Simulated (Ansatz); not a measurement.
The relaxed structure here is a generated cell of Cu: the first start was made by placing the elements on the sites of a structure type, and the end was not matched to a known phase here, so it may be hypothetical. Known forms of Cu include space group No. 225.

A relaxed cell of Cu (I4₁/amd (No. 141)), relaxed on a k-mesh at least as fine as the one used below. Computed with PBEsol (plane waves to 420 eV, PAW, scalar-relativistic; Ansatz, a first-principles code). Γ-centred k-mesh 15×15×5 on the run's cell (coarser than for final values), Fermi–Dirac smearing 0.05 eV.

```
Cu
1.0
   -2.27707     2.27707     1.19971
    2.27707    -2.27707     1.19971
    4.55414     4.55414    -2.39943
Cu
4
Direct
  0.75000   0.25000   0.25000
  0.75000   0.25000   0.75000
  0.00000   0.00000   0.00000
  0.00000   0.00000   0.50000
```

The atoms are displaced by (Å):

```csv
atom,ux,uy,uz
Cu1,0.080,-0.035,0.063
Cu2,0.069,0.007,-0.020
Cu3,-0.030,0.080,-0.104
Cu4,0.027,-0.129,-0.048
```

### Question
What forces (eV/Å) and pressure result?

### Answer
```
atom     Fx     Fy     Fz
----  -----  -----  -----
Cu1   -0.56   0.04   0.32
Cu2   -0.77  -0.11  -0.30
Cu3    0.82  -0.55  -0.03
Cu4    0.51   0.63   0.02
```

Pressure +1.3 GPa.

The undisplaced cell is probably no minimum: from this displacement the run went on to Fm-3m (No. 225), 0.37 eV/atom below it.

No spin polarisation in the result.
